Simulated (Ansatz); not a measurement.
Data:

WO₃:
```cif
data_O12W4
_chemical_formula_sum 'W4 O12'
_space_group_name_H-M_alt 'P-421m'
_space_group_IT_number 113
_space_group_name_Hall 'P -4 2ab'
_cell_length_a 7.57239
_cell_length_b 7.57239
_cell_length_c 3.87788
_cell_angle_alpha 90.000
_cell_angle_beta 90.000
_cell_angle_gamma 90.000
loop_
_atom_site_label
_atom_site_type_symbol
_atom_site_symmetry_multiplicity
_atom_site_Wyckoff_symbol
_atom_site_fract_x
_atom_site_fract_y
_atom_site_fract_z
_atom_site_occupancy
W1 W 4 e 0.73205 0.23205 0.05476 1
O1 O 4 e 0.24442 0.25558 0.48928 1
O2 O 8 f 0.25080 0.00563 0.00410 1
```

This is the PBEsol-relaxed structure.

Q: All from DFT-PBEsol in the program Ansatz with PAW potentials, unless another level is named. Predict the formation energy from the elements (no fitted shifts).

A: -2.16 eV/atom.

Q: Give the weight of the valence-edge state by species (Voronoi cells).

A: O 99 %.

Q: And the weight of the conduction-edge state by species (Voronoi cells)?

A: W 66 %, O 34 %.

Space group P-42_1m. The workflow started from a Materials Project entry (that database holds measured and hypothetical structures alike); the Crystallography Open Database copy checked does not list it. COD files the formula under space group No. 2, 14, 62, 129, 130, 191, so this cell is another polymorph or a model. Its standing as an ambient phase is unchecked. Symmetry was held in the PBEsol relaxation; whether a distortion lowers the energy is not shown. The run is not spin-polarised. No Hubbard U is applied. The references are the lowest solids computed at this level, not always the standard phases (solids in place of the gases). Scalar-relativistic: spin–orbit coupling is off unless named, which matters more the heavier the elements.

Potentials: the later of the program's two PAW sets.
